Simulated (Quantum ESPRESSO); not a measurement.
## Hf2GaTiO7F (a curve over strain)

Simulated, not a measurement. The program is pw.x of Quantum ESPRESSO 7.5 (plane-wave density functional theory). The cell is made up: 12 atoms on a fluorite lattice, with randomly drawn elements, strain and displacements, not relaxed. PseudoDojo standard norm-conserving files (v0.5 for PBE, v0.4.1 for LDA and PBEsol) set the functional; there is no spin polarisation, spin-orbit coupling or dispersion term, and the masses in the input are unused placeholders.

The hafnium pseudopotential is less sure than the others, with forces about 3 percent (worst 6) and pressure in oxides about 1.5 GPa (worst 2.7) from a second method in checks, which no rerun with the same files tests.

Seven runs add a strain to one cell (along z); the atoms follow the cell and are not relaxed. Stress in the table is positive in tension.

Input of the run at -0.0001:

```
&control calculation='scf', pseudo_dir='./dojo.nc.sr.pbe.v0_5.standard.upf', outdir='./o', disk_io='medium', tprnfor=.true., tstress=.true. /
&system ibrav=0, nat=12, ntyp=5, nbnd=55, ecutwfc=84.00895049, nosym=.true., tot_charge=0,
 occupations='smearing', smearing='fd', degauss=0.0018374661
/
&electrons conv_thr=7.350e-09, electron_maxstep=60, /
ATOMIC_SPECIES
F 1.0 F.upf
Ga 1.0 Ga.upf
Hf 1.0 Hf.upf
O 1.0 O.upf
Ti 1.0 Ti.upf
CELL_PARAMETERS angstrom
5.1229 -0.0042 0.0204
-0.0042 5.0096 0.0582
0.0204 0.0582 5.0375
ATOMIC_POSITIONS angstrom
Hf 0.0182 0.0785 0.037
Hf 0.0035 2.4685 2.488
Ga 2.6989 -0.0196 2.5561
Ti 2.605 2.5312 0.0905
O 1.2839 1.2823 1.3303
O 1.2426 1.2617 3.7892
O 1.202 3.7364 1.3101
O 1.3072 3.7833 3.6943
O 3.9738 1.2657 1.2975
O 3.8704 1.2924 3.8577
O 3.8469 3.7448 1.2844
F 3.8651 3.8655 3.8545
K_POINTS automatic
4 4 5 1 1 1
```

```
added strain  free energy less that of the input shown (eV)  stress xx (GPa)  stress yy (GPa)  stress zz (GPa)  stress xy (GPa)  pressure (GPa)  next band up at Gamma (eV)  iterations
     -0.0220                                         0.0766             7.86            -3.00            -9.79            -1.11            1.64                       0.538          17
     -0.0089                                         0.0077             8.80            -1.68            -3.19            -0.98           -1.31                       0.556          17
     -0.0001                                         0.0000             9.36            -0.88             1.02            -0.89           -3.17                       0.549          17
     +0.0030                                         0.0040             9.54            -0.61             2.46            -0.86           -3.80                       0.545          17
     +0.0069                                         0.0146             9.76            -0.28             4.25            -0.82           -4.58                       0.539          17
     +0.0103                                         0.0282             9.95             0.00             5.77            -0.79           -5.24                       0.533          17
     +0.0239                                         0.1235            10.60             1.02            11.65            -0.67           -7.76                       0.512          17
```

A cubic fit gives a slope of stress zz against the added strain of 468 GPa at zero added strain, with the atoms clamped. Across the table the free energy follows the integral of the stress to within 2.0 meV. A rerun of one of the cells at a cutoff of 1437 eV and k mesh 6 x 6 x 7 moved values by no more than 0.002 eV in energy, 0.06 GPa in stress and 0.007 eV/Å in force. The band column is the level of band 50 at Gamma less that of band 49, whose number is half the electron count, rounded up; it comes from a band step after each run.